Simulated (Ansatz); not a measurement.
The elements of this relaxed trial crystal are hidden behind letters.

```
lattice vectors (Å)
   6.3763    0.0000    0.0000
  -3.1881    5.5220    0.0000
   0.0000    0.0000    3.0107
fractional positions
X 0.3333 0.6667 0.0000
X 0.6667 0.3333 0.0000
Z 0.0000 0.0000 0.5000
Q 0.5000 0.0000 0.0000
Q 0.0000 0.5000 0.0000
Q 0.5000 0.5000 0.0000
```

All numbers below come from DFT PBE, scalar-relativistic, plane waves, PAW in Ansatz 0.2.0. Cutoff 420 eV, Γ-centred 6×6×12 mesh (6-atom cell), Gaussian smearing of 0.10 eV, no spin polarisation.

* Space group: P6/mmm (No. 191)
* Conventional cell: a = 6.376 Å, c = 3.011 Å
* Volume per atom: 17.67 Å³
* Density: 5.03 g/cm³
* Formation energy: −0.43 eV/atom
* Gap on the 6×6×12 mesh of the 6-atom cell: 0 eV (a metal)

Energies are uncorrected and count from the elements' standard states at the same level.

Question: X is a p-block element of period 4, Z is a p-block element of period 5 and Q is a p-block element of period 2. Which elements are they?

Answer: X = Ge, Z = Te, Q = O, so the formula is Ge2TeO3. Density times volume gives a mean mass of 5.03 × 17.67/1.6605 = 53.5 u per atom, and this set has 53.5 u. Around Ge lie 3 O at 1.84 Å; around Te lie 2 Te at 3.01 Å; O has 2 Ge at 1.84 Å. Other sets within the hints have nearly the same mass, so mass alone doesn't settle it; this one was computed.

These runs have no spin–orbit coupling, which can matter for Te. A structure relaxed within its symmetry needn't be a true minimum. Another cell of Ge2TeO3 relaxed alike, in P-4m2, lies 202 meV/atom lower, so this cell isn't the stable form at this level.
